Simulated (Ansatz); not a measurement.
Consider the following.

NbSi₂:
```
CELL_PARAMETERS angstrom
      4.79613     0.00000     0.00000
     -2.39807     4.15357     0.00000
      0.00000     0.00000     6.57792
ATOMIC_POSITIONS crystal
  Nb 0.50000 0.50000 0.66667
  Nb 0.00000 0.50000 0.33333
  Nb 0.50000 0.00000 0.00000
  Si 0.68344 0.84172 0.33333
  Si 0.84172 0.68344 0.00000
  Si 0.15828 0.84172 0.66667
  Si 0.31656 0.15828 0.33333
  Si 0.15828 0.31656 0.00000
  Si 0.84172 0.15828 0.66667
```

This is the r²SCAN-relaxed structure.

All from r²SCAN (plane waves, PAW; program Ansatz), unless another level is named. Predict the electronic character.

metallic (no gap).

Next, the formation energy from the elements (no fitted shifts)?

-0.54 eV/atom.

What about the density of states at the Fermi level?

0.35 states/eV per atom (mean over ±0.08 eV).

Predict the gap with spin–orbit coupling.

none (metallic).

Space group P6_422. The workflow started from a Materials Project entry (that database holds measured and hypothetical structures alike); the Crystallography Open Database files this formula in space group No. 181, but the cells were not matched. Whether it is the stable phase at ambient conditions was not checked. The r²SCAN relaxation kept the symmetry of its start; whether a distortion lowers the energy is not shown. The run is not spin-polarised. The references are the lowest solids computed at this level, not always the standard phases. Spin–orbit coupling is left out wherever it is not named.

Potentials: the later of the program's two PAW sets.
